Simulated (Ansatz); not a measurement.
Rb:
```cif
data_Rb2
_chemical_formula_sum 'Rb2'
_space_group_name_H-M_alt 'Im-3m'
_space_group_IT_number 229
_space_group_name_Hall '-I 4 2 3'
_cell_length_a 5.55823
_cell_length_b 5.55823
_cell_length_c 5.55823
_cell_angle_alpha 90.000
_cell_angle_beta 90.000
_cell_angle_gamma 90.000
loop_
_atom_site_label
_atom_site_type_symbol
_atom_site_symmetry_multiplicity
_atom_site_Wyckoff_symbol
_atom_site_fract_x
_atom_site_fract_y
_atom_site_fract_z
_atom_site_occupancy
Rb1 Rb 2 a 0.00000 0.00000 0.00000 1
```
(The calculation used a cell of 1 atom; values per cell refer to that cell.)

Relaxed with PBE+D3(BJ).

Question: Which orbitals make up the states near the Fermi level in PBE+D3(BJ) (plane waves, PAW; program Ansatz)?

Answer: Within 0.5 eV of the Fermi level: Rb 5s 89 %, outside the projected shells 11 %. Projections are on Löwdin-orthogonalised atomic valence shells; empty p or d shells of many metals are not among them.

Question: Tabulate the density of states.

Answer: States/eV per cell of 1 atom, in 0.25 eV bins, energy from the Fermi level.

| E (eV) | total | Rb 5s | Rb 4p |
|---|---|---|---|
| -7.85 | 0.00 | 0.00 | 0.00 |
| -7.60 | 0.00 | 0.00 | 0.00 |
| -7.35 | 0.00 | 0.00 | 0.00 |
| -7.10 | 0.00 | 0.00 | 0.00 |
| -6.85 | 0.00 | 0.00 | 0.00 |
| -6.60 | 0.00 | 0.00 | 0.00 |
| -6.35 | 0.00 | 0.00 | 0.00 |
| -6.10 | 0.00 | 0.00 | 0.00 |
| -5.85 | 0.00 | 0.00 | 0.00 |
| -5.60 | 0.00 | 0.00 | 0.00 |
| -5.35 | 0.00 | 0.00 | 0.00 |
| -5.10 | 0.00 | 0.00 | 0.00 |
| -4.85 | 0.00 | 0.00 | 0.00 |
| -4.60 | 0.00 | 0.00 | 0.00 |
| -4.35 | 0.00 | 0.00 | 0.00 |
| -4.10 | 0.00 | 0.00 | 0.00 |
| -3.85 | 0.00 | 0.00 | 0.00 |
| -3.60 | 0.00 | 0.00 | 0.00 |
| -3.35 | 0.00 | 0.00 | 0.00 |
| -3.10 | 0.00 | 0.00 | 0.00 |
| -2.85 | 0.00 | 0.00 | 0.00 |
| -2.60 | 0.00 | 0.00 | 0.00 |
| -2.35 | 0.00 | 0.00 | 0.00 |
| -2.10 | 0.02 | 0.02 | 0.00 |
| -1.85 | 0.18 | 0.17 | 0.00 |
| -1.60 | 0.28 | 0.28 | 0.00 |
| -1.35 | 0.37 | 0.36 | 0.01 |
| -1.10 | 0.46 | 0.44 | 0.01 |
| -0.85 | 0.54 | 0.52 | 0.01 |
| -0.60 | 0.63 | 0.61 | 0.01 |
| -0.35 | 0.72 | 0.69 | 0.01 |
| -0.10 | 0.84 | 0.77 | 0.01 |
| 0.15 | 1.06 | 0.93 | 0.01 |
| 0.40 | 1.06 | 0.86 | 0.00 |
| 0.65 | 0.88 | 0.59 | 0.00 |
| 0.90 | 1.31 | 0.29 | 0.00 |
| 1.15 | 2.19 | 0.16 | 0.00 |
| 1.40 | 1.74 | 0.07 | 0.00 |
| 1.65 | 1.59 | 0.07 | 0.00 |
| 1.90 | 1.54 | 0.07 | 0.00 |
| 2.15 | 1.60 | 0.07 | 0.00 |
| 2.40 | 1.84 | 0.08 | 0.00 |
| 2.65 | 2.36 | 0.10 | 0.00 |
| 2.90 | 1.58 | 0.07 | 0.00 |
| 3.15 | 1.55 | 0.05 | 0.00 |
| 3.40 | 1.58 | 0.04 | 0.00 |
| 3.65 | 1.46 | 0.05 | 0.00 |
| 3.90 | 1.89 | 0.05 | 0.00 |
| 4.15 | 2.66 | 0.06 | 0.00 |
| 4.40 | 2.71 | 0.02 | 0.00 |
| 4.65 | 2.41 | 0.01 | 0.00 |

The cell was relaxed with PBE+D3(BJ) under the symmetry of its start. The pairwise dispersion correction was not fitted to metals. Scalar-relativistic: spin–orbit coupling is off unless named, which matters more the heavier the elements.

Potentials: the later of the program's two PAW sets.
